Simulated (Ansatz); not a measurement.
## Calculated Sn-119 Mössbauer parameters for CdS with Sn replacing Cd

Cell: a supercell of CdS (wurtzite type, P6_3mc) built from a COD entry, with all atoms left at the host's positions.

```yaml
crystal:
  lattice:
    - [8.30000, 0.00000, 0.00000]
    - [-4.15000, 7.18801, 0.00000]
    - [0.00000, 0.00000, 13.47400]
  atoms:
    - { symbol: Sn, position: [0.16667, 0.33333, 0.00000] }
    - { symbol: Cd, position: [0.16667, 0.33333, 0.50000] }
    - { symbol: Cd, position: [0.16667, 0.83333, 0.00000] }
    - { symbol: Cd, position: [0.16667, 0.83333, 0.50000] }
    - { symbol: Cd, position: [0.66667, 0.33333, 0.00000] }
    - { symbol: Cd, position: [0.66667, 0.33333, 0.50000] }
    - { symbol: Cd, position: [0.66667, 0.83333, 0.00000] }
    - { symbol: Cd, position: [0.66667, 0.83333, 0.50000] }
    - { symbol: Cd, position: [0.33333, 0.16667, 0.25000] }
    - { symbol: Cd, position: [0.33333, 0.16667, 0.75000] }
    - { symbol: Cd, position: [0.33333, 0.66667, 0.25000] }
    - { symbol: Cd, position: [0.33333, 0.66667, 0.75000] }
    - { symbol: Cd, position: [0.83333, 0.16667, 0.25000] }
    - { symbol: Cd, position: [0.83333, 0.16667, 0.75000] }
    - { symbol: Cd, position: [0.83333, 0.66667, 0.25000] }
    - { symbol: Cd, position: [0.83333, 0.66667, 0.75000] }
    - { symbol: S, position: [0.16667, 0.33333, 0.18750] }
    - { symbol: S, position: [0.16667, 0.33333, 0.68750] }
    - { symbol: S, position: [0.16667, 0.83333, 0.18750] }
    - { symbol: S, position: [0.16667, 0.83333, 0.68750] }
    - { symbol: S, position: [0.66667, 0.33333, 0.18750] }
    - { symbol: S, position: [0.66667, 0.33333, 0.68750] }
    - { symbol: S, position: [0.66667, 0.83333, 0.18750] }
    - { symbol: S, position: [0.66667, 0.83333, 0.68750] }
    - { symbol: S, position: [0.33333, 0.16667, 0.43750] }
    - { symbol: S, position: [0.33333, 0.16667, 0.93750] }
    - { symbol: S, position: [0.33333, 0.66667, 0.43750] }
    - { symbol: S, position: [0.33333, 0.66667, 0.93750] }
    - { symbol: S, position: [0.83333, 0.16667, 0.43750] }
    - { symbol: S, position: [0.83333, 0.16667, 0.93750] }
    - { symbol: S, position: [0.83333, 0.66667, 0.43750] }
    - { symbol: S, position: [0.83333, 0.66667, 0.93750] }
```

Sites (sets of like atoms) are named by element and the number of their first atom in this list.

Computed with Ansatz: DFT, PBE, plane waves and PAW, scalar-relativistic, 420 eV cutoff, Γ-centred 3×3×2 k-points, Fermi–Dirac smearing 0.01 eV.

Isomer shifts (against SnO₂) follow from the electron density at the nucleus, δ = α(ρ − ρ₀), with α = 0.099 mm s⁻¹ a₀³ and ρ₀ = 183191.44 a₀⁻³ from a line fitted to 8 measured compounds at this level of theory (rms miss 0.12 mm/s). ΔE_Q = ½eQV_zz(1 + η²/3)^½ with Q = -0.132 b for the 23.9 keV state.

Q: What would the Sn-119 spectrum's parameters be?

A: 

| site | atoms | first shell | ρ − ρ₀ (a₀⁻³) | δ (mm/s) | ΔE_Q (mm/s) | η |
| --- | --- | --- | --- | --- | --- | --- |
| Sn | 1 | 4 S at 2.53–2.54 Å | 36.3 | 3.58 | 0.01 | 0.00 |

The shift of Sn is typical of Sn(II).

The run isn't spin-polarised, and a state with spin may lie lower. The defect repeats with the cell of 32 atoms, so it feels its images: sites between two images don't show the values beside a lone defect, and zeros or small values of η there can come from the images' arrangement. The defect cell has no gap above 0.1 eV on its mesh, so the values can hang on the smearing and the k-mesh. Without spin–orbit coupling (the program notes it for Sn) the gradients can shift somewhat, as the gap is small. The neighbours have not yet relaxed around the defect (largest force 1.3 eV/Å), so a real crystal will differ. Shifts outside the range of the fitted compounds (-0.5 to 3.2 mm/s for Sn) are extrapolations.
